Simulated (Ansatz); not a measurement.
AlGaAs$_{2}$ in space group P-4m2 (No. 115; Pearson symbol tP8), PBE (plane waves, PAW; program Ansatz), all energies at zero smearing, with the estimated change up to a 700 eV cutoff added, with one set of potentials and settings (totals compare only within such a set). Cell of 8 atoms (2 Ga, 4 As, 2 Al): -28068.974 eV.

```tsv
element	reference phase	E (eV/atom)
Ga	Cmce, 4 atoms in the cell	-3783.0259
As	R-3m, 2 atoms in the cell	-4856.1443
Al	Fm-3m, 1 atoms in the cell	-537.5055
```

Formation energy per atom, worked out: (-28068.974 − 2×(-3783.0259) − 4×(-4856.1443) − 2×(-537.5055))/8 = -0.417 eV/atom (-40 kJ per mol of atoms), at 0 K, without zero-point energy or fitted corrections.

The start of the workflow was typed in or built on a structure type; neither database checked (COD, Materials Project) lists it. Its standing as an ambient phase is unchecked. Symmetry was held in the PBE relaxation; whether a distortion lowers the energy is not shown. The references are the lowest solids computed at this level, not always the standard phases.

Potentials: the earlier of the program's two PAW sets.
